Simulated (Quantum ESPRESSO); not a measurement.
```xyz
4
Lattice="3.0883 0.0000 0.0000 -1.5441 2.6745 0.0000 0.0000 0.0000 5.0311" Properties=species:S:1:pos:R:3 pbc="T T T"
N      1.5441     0.8915     4.4059
N      0.0000     1.7830     1.8903
Ga     1.5441     0.8915     2.5119
Ga     0.0000     1.7830     5.0274
```

The PBEsol cell relaxed from Materials Project entry mp-804 was given an isotropic strain of -3 % on all lattice vectors, and the atoms were relaxed again.

Task: What does PBE (stringent potentials; Quantum ESPRESSO, PseudoDojo norm-conserving, 114 Ry, no spin-orbit coupling) give for the electronic structure near the Fermi level?

Result: The PBE gap is direct, 2.58 eV at Γ. Spin-orbit splittings are left out.
